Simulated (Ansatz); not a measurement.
SiOS (Janus 2H monolayer) was relaxed with 5 functionals in the plane-wave code Ansatz, cell and atoms free, the symmetry of the start kept (meshes: PBE 12×12×1, r2SCAN 12×12×1, PBEsol 12×12×1, LDA 12×12×1, HSE06 6×6×1). The cell comes from a prototype generator: it can be a known phase or a hypothetical one. Spin polarisation is off.

The PBE result:
```cif
data_structure
_symmetry_space_group_name_H-M 'P 1'
_symmetry_Int_Tables_number 1
_cell_length_a 2.9535
_cell_length_b 2.9535
_cell_length_c 28.7492
_cell_angle_alpha 90.000
_cell_angle_beta 90.000
_cell_angle_gamma 120.000
_cell_volume 217.19
loop_
_atom_site_label
_atom_site_type_symbol
_atom_site_fract_x
_atom_site_fract_y
_atom_site_fract_z
_atom_site_occupancy
Si1 Si 0.33333 0.66667 0.31859 1
O1 O 0.66667 0.33333 0.35426 1
S1 S 0.66667 0.33333 0.26631 1
```
The sheet repeats along a and b alone.

The sheet's in-plane cell has a = 2.953 Å, b = 2.953 Å (γ = 120.0°), and its outermost atoms lie 2.53 Å apart along the normal. Around Si lie 3 O at 1.99 Å and 3 S at 2.27 Å; around O lie 3 Si at 1.99 Å; around S lie 3 Si at 2.27 Å.

Q: How does the cell change with LDA?

A: a = 2.903 Å; the area differs by -3.4 % from PBE's. Around Si lie 3 O at 1.95 Å and 3 S at 2.25 Å; around O lie 3 Si at 1.95 Å; around S lie 3 Si at 2.25 Å.

Q: How does the cell change with HSE06?

A: a = 2.922 Å; the area differs by -2.1 % from PBE's. Si has 3 O at 1.96 Å and 3 S at 2.24 Å; O has 3 Si at 1.96 Å; S has 3 Si at 2.24 Å.

Q: Held at the r2SCAN cell, what mean stress do LDA and PBE find, and does its sign point to their own minimum?

A: Yes. LDA -2.29 N/m, and its relaxed area is -2.1 % from r2SCAN's; PBE +1.45 N/m, and its relaxed area is +1.3 % from r2SCAN's. Compression counts positive, so a positive stress asks for a larger cell.
